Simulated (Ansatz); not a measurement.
CsAlMo2O8:
```
CsAlMo2O8
1.0
    5.57820     0.00000     0.00000
   -2.78910     4.83087     0.00000
    0.00000     0.00000     8.00946
Cs Al Mo O
1 1 2 8
Direct
  0.00000   0.00000   0.00000
  0.00000   0.00000   0.50000
  0.33333   0.66667   0.70613
  0.66667   0.33333   0.29387
  0.33333   0.66667   0.92166
  0.66667   0.33333   0.07834
  0.15824   0.31647   0.63862
  0.84176   0.68353   0.36138
  0.68353   0.84176   0.63862
  0.31647   0.15824   0.36138
  0.15824   0.84176   0.63862
  0.84176   0.15824   0.36138
```

Cartesian axes are those of the cell as given.

### Question
Give the high-frequency dielectric tensor and the Born effective charge tensors of the independent atoms from DFPT, DFT-PBEsol in the program Ansatz with PAW potentials.

### Answer

ε∞:
```
3.01  0.00  0.00
0.00  3.01  0.00
0.00  0.00  2.87
```
Z* of atom 1 (Cs), rows: field, columns: displacement, in e:
```
1.34  0.00  0.00
0.00  1.34  0.00
0.00  0.00  1.42
```
Z* of atom 2 (Al), rows: field, columns: displacement, in e:
```
4.84  0.00  0.00
0.00  4.84  0.00
0.00  0.00  3.77
```
Z* of atom 3 (Mo), rows: field, columns: displacement, in e:
```
3.60  0.00  0.00
0.00  3.60  0.00
0.00  0.00  3.29
```
Z* of atom 5 (O), rows: field, columns: displacement, in e:
```
-0.62   0.00   0.00
 0.00  -0.62   0.00
 0.00   0.00  -2.38
```
Z* of atom 7 (O), rows: field, columns: displacement, in e:
```
-0.87   0.00   0.00
 0.00  -3.18  -0.85
 0.00  -0.80  -1.17
```

Static charges for comparison (Bader): Cs1 +0.90, Al2 +2.57, Mo3 +2.60, O5 -0.92, O7 -1.14 e. Born charges measure polarisation by displacement and can exceed these by far.

Space group P-3m1. The workflow started from a Materials Project entry (that database holds measured and hypothetical structures alike); the Crystallography Open Database files this formula in space group No. 164, but the cells were not matched. Its standing as an ambient phase is unchecked. The cell was relaxed with PBEsol under the symmetry of its start; its stability against distortions is not shown here. The run is not spin-polarised. No Hubbard U is applied. Scalar-relativistic: spin–orbit coupling is off unless named, which matters more the heavier the elements.

Potentials: the later of the program's two PAW sets.
